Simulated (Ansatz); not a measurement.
The relaxed structure here is a generated cell of B6As: the first start was made by placing the elements on the sites of a structure type, and the end was not matched to a known phase here, so it may be hypothetical.

One starting cell of B6As (a generated trial cell of B6As in the AFLOW prototype A6B_cP7_221_f_a (D2_1, as in CaB6)) was relaxed twice with Ansatz (plane waves, PAW, scalar-relativistic): with r2SCAN at 500 eV and with PBE at 420 eV. The r2SCAN result:

```
CELL_PARAMETERS angstrom
      4.15326     0.00000     0.00000
      0.00000     4.15326     0.00000
      0.00000     0.00000     4.15326
ATOMIC_POSITIONS crystal
  As 0.00000 0.00000 0.00000
  B  0.19921 0.50000 0.50000
  B  0.80079 0.50000 0.50000
  B  0.50000 0.50000 0.19921
  B  0.50000 0.50000 0.80079
  B  0.50000 0.19921 0.50000
  B  0.50000 0.80079 0.50000
```

```tsv
quantity	r2SCAN	PBE
space group	Pm-3m	Pm-3m
volume (Å³/atom)	10.23	___
a (Å)	4.153	___
gap (eV, no spin-orbit coupling)	0.00	___
```

### Question
Fill in the PBE column.

### Answer

- volume (Å³/atom), PBE: 10.27
- a (Å), PBE: 4.158
- gap (eV, no spin-orbit coupling), PBE: 0.00

Both levels end in the same structure; PBE's volume is within 0.5 % of r2SCAN's. Neither column is exact.

No spin polarisation in the result. The relaxed primitive cell holds an odd number of electrons. A magnetic state may lie lower.

The run could not lose the symmetry of its start, so the end can be a saddle point.

Ansatz is a program for electronic structure.
